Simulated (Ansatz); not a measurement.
CdO (rock salt), relaxed and computed with several functionals in Ansatz (plane waves, PAW).

```csv
functional,a (Å),gap (eV),B₀ by P(V) fit (GPa)
HSE06,4.706,0.90,145
PBE,4.768,none,126
PBEsol,4.690,none,145
```

All cells were relaxed under the symmetry of their starts (and spin orders); stability against distortions was not tested throughout. Spin–orbit coupling is left out wherever it is not named.

Potentials: the later of the program's two PAW sets.

Ansatz (a first-principles code) is a plane-wave DFT program.
